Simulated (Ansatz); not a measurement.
Task: MoPt (L1₀ or tetragonal B2, space group No. 123) is relaxed with DFT-PBE in the program Ansatz with PAW potentials. What lattice parameters of the conventional cell result?

Result: a = 2.730 Å, c = 4.134 Å.

Space group P4/mmm (L1₀ or tetragonal B2). The start of the workflow was typed in or built on a structure type; neither database checked (COD, Materials Project) lists it. Whether it is the stable phase at ambient conditions was not checked. Symmetry was held in the PBE relaxation; whether a distortion lowers the energy is not shown. The run is not spin-polarised. Axis ratios of metals converge slowly with the k-mesh, so a and c are less sure than the volume. Scalar-relativistic: spin–orbit coupling is off unless named, which matters more the heavier the elements.

Potentials: the earlier of the program's two PAW sets.
